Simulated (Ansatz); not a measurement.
Given:

BaGaHO2:
```
CELL_PARAMETERS angstrom
      3.98003     0.00000     0.00000
      0.00000     3.98003     0.00000
      0.00000     0.00000     3.89773
ATOMIC_POSITIONS crystal
  Ba 0.50000 0.50000 0.50000
  Ga 0.00000 0.00000 0.00000
  O  0.50000 0.00000 0.00000
  O  0.00000 0.50000 0.00000
  H  0.00000 0.00000 0.50000
```

This is the r²SCAN-relaxed structure. Tensor components refer to the Cartesian frame of this cell.

Question: All from the program Ansatz at the r²SCAN level (PAW), unless another level is named. Give the Hill bulk and shear moduli.

Answer: 127 and 84.2 GPa.

Question: What about the elastic constants (relaxed ions, GPa)?

Answer: C11 = 224, C12 = 98.2, C13 = 82.3, C33 = 176, C44 = 98.0, C66 = 123.

Space group P4/mmm. The start of the workflow was typed in or built on a structure type; neither database checked (COD, Materials Project) lists it. Its standing as an ambient phase is unchecked. Symmetry was held in the r²SCAN relaxation; whether a distortion lowers the energy is not shown. Scalar-relativistic: spin–orbit coupling is off unless named, which matters more the heavier the elements.

Potentials: the earlier of the program's two PAW sets.
